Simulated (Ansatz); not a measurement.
TiTe2:
```yaml
crystal:
  lattice:
    - [3.79289, 0.00000, 0.00000]
    - [-1.89645, 3.28474, 0.00000]
    - [0.00000, 0.00000, 6.64684]
  atoms:
    - { symbol: Ti, position: [0.00000, 0.00000, 0.00000] }
    - { symbol: Te, position: [0.33333, 0.66667, 0.25449] }
    - { symbol: Te, position: [0.66667, 0.33333, 0.74551] }
```

Relaxed with r²SCAN+D4. Special points in fractions of this cell's reciprocal vectors: Γ (0.000, 0.000, 0.000); M (0.500, 0.000, 0.000); K (0.333, 0.333, 0.000); A (0.000, 0.000, 0.500); L (0.500, 0.000, 0.500); H (0.333, 0.333, 0.500).

### Question
List the band energies nearest the Fermi level at these points for plane-wave PAW r²SCAN+D4 (Ansatz code).

### Answer
In eV from the Fermi level; about four levels below and three above (degenerate sets whole), none deeper than 8.9 eV; points with the same levels are listed once.

```
k                          below                above
-  -----------------------------  -------------------
Γ              -5.35 -2.00 -2.00       0.17 0.34 0.34
M        -2.81 -2.60 -2.10 -1.31       0.03 1.13 1.51
K  -3.90 -3.90 -2.68 -2.54 -2.54       1.02 1.40 1.40
A        -3.66 -2.66 -1.95 -1.95  0.34 0.34 0.64 0.64
L        -2.30 -1.32 -0.93 -0.22       1.12 1.49 2.68
H        -4.03 -3.33 -2.02 -2.02       1.02 1.06 1.06
```

Space group P-3m1 (CdI2 type). Symmetry was held in the r²SCAN+D4 relaxation. No spin polarisation was allowed. Scalar-relativistic: spin–orbit coupling is off unless named, which matters more the heavier the elements.

Potentials: the later of the program's two PAW sets.
